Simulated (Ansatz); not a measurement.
C:
```cif
data_C12
_chemical_formula_sum 'C12'
_space_group_name_H-M_alt 'P63/mmc'
_space_group_IT_number 194
_space_group_name_Hall '-P 6c 2c'
_cell_length_a 2.50771
_cell_length_b 2.50771
_cell_length_c 12.36809
_cell_angle_alpha 90.000
_cell_angle_beta 90.000
_cell_angle_gamma 120.000
loop_
_atom_site_label
_atom_site_type_symbol
_atom_site_symmetry_multiplicity
_atom_site_Wyckoff_symbol
_atom_site_fract_x
_atom_site_fract_y
_atom_site_fract_z
_atom_site_occupancy
C1 C 4 f 0.66667 0.33333 0.14508 1
C2 C 4 f 0.66667 0.33333 0.02077 1
C3 C 4 e 0.00000 0.00000 0.18686 1
```

Relaxed with PBEsol. PBEsol in the plane-wave PAW code Ansatz gives a gap of 4.33 eV.

Task: What gap does HSE06 give on the same cell (Ansatz, PAW)?

Result: 5.62 eV, 1.29 eV more. The hybrid was solved on a coarser mesh and at special points; its gap is the smallest among all of these.

| k | v1 PBEsol | c1 PBEsol | v1 HSE06 | c1 HSE06 |
|---|---|---|---|---|
| Γ | 0.00 | 5.36 | (withheld) | (withheld) |
| A | -0.33 | 5.75 | -0.34 | 7.21 |
| K | -4.70 | 5.42 | (withheld) | (withheld) |
| H | -4.92 | 5.63 | (withheld) | (withheld) |
| M | -2.96 | 4.51 | (withheld) | (withheld) |
| L | -3.31 | 4.67 | -3.59 | 5.99 |

Task: Top valence (v1) and lowest conduction level (c1) in eV from each method's valence maximum (which need not be a listed point): supply the withheld HSE06 values.

Result: 
- H, v1 HSE06: -5.33
- H, c1 HSE06: 7.04
- M, v1 HSE06: -3.22
- M, c1 HSE06: 5.81
- Γ, v1 HSE06: 0.00
- Γ, c1 HSE06: 6.79
- K, v1 HSE06: -5.10
- K, c1 HSE06: 6.80

Cost on shared cores: the PBEsol run (SCF on a 13×13×3 mesh, then bands and DOS) very roughly 30 core-seconds, the HSE06 run (SCF on 7×7×2, then a few points) roughly 70 core-seconds; the tasks are unlike.

Space group P6_3/mmc. The workflow started from a Materials Project entry (that database holds measured and hypothetical structures alike). Its sites differ from those of the usual phase in this space group: another stacking or structure type. The cell was relaxed with PBEsol under the symmetry of its start; its stability against distortions is not shown here.

Potentials: the earlier of the program's two PAW sets.
